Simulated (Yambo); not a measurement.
Yambo run on NaBa2ReO6 (space group Fm-3m, No. 225). The wavefunctions are PBEsol (Quantum ESPRESSO, PseudoDojo norm-conserving, 88 Ry, scalar-relativistic) ones on a 2×2×2 mesh (40 occupied bands); a = b = c = 5.955 Å, α = β = γ = 60.00°.

Yambo input:

```
rim_cut
gw0
dyson
el_el_corr
HF_and_locXC
ppa
em1d
RandQpts= 1000000
RandGvec= 1 Ry
EXXRLvcs= 88 Ry
VXCRLvcs= 352 Ry
Chimod= "HARTREE"
% BndsRnXp
 6 | 229 |
%
NGsBlkXp= 7 Ry
% LongDrXp
 1.0 | 1.0 | 1.0 |
%
PPAPntXp= 27.2114 eV
% GbndRnge
 1 | 229 |
%
GTermKind= "none"
DysSolver= "n"
ExtendOut
% QPkrange
 1 | 1 | 40 | 40 |
 3 | 3 | 40 | 41 |
%
```

k points by index: 1 = Γ, 3 = X.

Table of the .qp output:

```
#    K-point    Band    Eo [eV]    E [eV]    E-Eo [eV]    Vxc [eV]    Vnlxc [eV]    Sc|Eo [eV]    Sc|E [eV]    dSc/dw|Eo [eV]    Re(Z)    Im(Z)
#
    1    40    0.000000    -0.195739    -0.195739    -19.54248    -24.54026    4.741408    4.802035    -8.421770    0.763650    -0.001656
    3    40    -0.043999    -0.253683    -0.209685    -19.41689    -24.39049    4.699196    4.763911    -8.391909    0.764290    -0.001722
    3    41    1.900366    3.399209    1.498843    -16.88420    -12.08647    -2.925159    -3.298888    -6.783786    0.800439    -0.002831
```
(The two width columns are left out.) Convergence of these settings isn't established.

Spin-orbit coupling is not included.

Geometry of the Materials Project entry, not relaxed at this level.
